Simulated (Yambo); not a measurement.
Material: YOF (space group R-3m, No. 166); a = b = c = 6.6671 Å, α = β = γ = 33.08° (6 atoms in the cell). The geometry is that of Materials Project entry mp-3637, symmetrised and not relaxed again.

With PBEsol (Quantum ESPRESSO, PseudoDojo norm-conserving, 84 Ry, no spin-orbit coupling), the gap between the mesh's edge points ((0, 0.25, -0.25) → (0.25, -0.5, -0.25)) is 5.340 eV.

**Question.** What does a G0W0 run in Yambo give for it (4×4×4 Γ-centred k mesh, 123 bands and a 7 Ry block in the screening, 123 bands in G with the Bruneval-Gonze terminator, plasmon pole fitted at 27.2 eV)?

**Answer.** The correction is 2.212 eV, giving 7.552 eV, 1.4 times the PBEsol value. Among the k points computed, the smallest G0W0 gap is 7.24 eV, (0, 0.25, -0.25) → Γ. The mesh misses a band edge: along a dense path the PBEsol gap is 4.94 eV against 5.34 eV on the mesh. Convergence of the G0W0 settings was not tested.
